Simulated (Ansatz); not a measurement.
BiRh (NiAs type)

```
CELL_PARAMETERS angstrom
      4.12992     0.00000     0.00000
     -2.06496     3.57662     0.00000
      0.00000     0.00000     5.69239
ATOMIC_POSITIONS crystal
  Bi 0.33333 0.66667 0.25000
  Bi 0.66667 0.33333 0.75000
  Rh 0.00000 0.00000 0.50000
  Rh 0.00000 0.00000 0.00000
```

Equation-of-state scan: isotropic scaling of the cell above, V₀ being its volume. Symmetry pins the atoms to their sites.

Level of theory: r2SCAN (plane waves to 500 eV, PAW, scalar-relativistic; Ansatz, a quantum-chemistry and plane-wave program). k mesh 13×13×8 (Γ-centred), Fermi-Dirac smearing 0.05 eV. Stress and pressure are positive under compression. BiRh is run without spin polarisation. BiRh was relaxed with its symmetry unable to fall. Spin-orbit coupling is left out, though Bi is heavy.

At one point of the scan the stress tensor (GPa) is:

```
   -6.8      0.0      0.0
    0.0     -6.8      0.0
    0.0      0.0     -7.2
```

Problem. Which point is it?
A. V/V₀ = 1.050
B. V/V₀ = 1.100
C. V/V₀ = 1.067
D. V/V₀ = 1.033

Solution. C, V/V₀ = 1.067

(Under strain, the slope of the energy per volume gives the stress and its curvature an elastic modulus.)
